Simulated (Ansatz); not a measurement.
Starting cell, GaAs (zinc blende):

```xyz
4
Lattice="0.0000 5.6667 5.6667 2.8334 0.0000 2.8334 2.8334 2.8334 0.0000" Properties=species:S:1:pos:R:3 pbc="T T T"
As     4.2500     4.2500     4.2500
As     4.2500     7.0834     7.0834
Ga     0.0000     0.0000     0.0000
Ga     2.8334     5.6667     2.8334
```

A phonon eigenvector at L = (0.5, 0.0, 0.0) is frozen into this cell: atom i moves by Q times the vector below, so Q is the largest atomic displacement, in Å. The cell is held. (q is in reciprocal vectors of the primitive cell; the cell shown is doubled to hold the pattern.)

```tsv
atom	x	y	z
As1	-0.556	0.556	0.556
As2	0.556	-0.556	-0.556
Ga3	0.577	-0.577	-0.577
Ga4	-0.577	0.577	0.577
```

The numbers are results of r2SCAN (plane waves to 500 eV, PAW, scalar-relativistic; Ansatz, a quantum-chemistry and plane-wave program), not measurements. k mesh 5×10×10 (Γ-centred), Fermi-Dirac smearing 0.05 eV. GaAs was relaxed with its symmetry unable to fall. 

| Q (Å) | −dE/dQ from forces (eV/Å) |
|---|---|
| -0.280 | 27.597 |
| -0.233 | 19.610 |
| -0.187 | 13.677 |
| -0.140 | 9.174 |
| -0.093 | 5.631 |
| -0.047 | 2.676 |
| 0.000 | 0.000 |
| 0.047 | -2.676 |
| 0.093 | -5.631 |
| 0.140 | -9.174 |
| 0.187 | -13.677 |
| 0.233 | -19.610 |
| 0.280 | -27.597 |

Problem. What harmonic wavenumber does the curvature at Q = 0 give?

Solution. 235 cm⁻¹. E″ = 56.35 eV/Å², M = Σ mᵢ|uᵢ|² = 278.2 u, ν̃ = 521.5·√(|E″|/M).

(A displaced cell: forces are minus the slopes of the energy, force constants its curvatures, and phonons follow from these.)
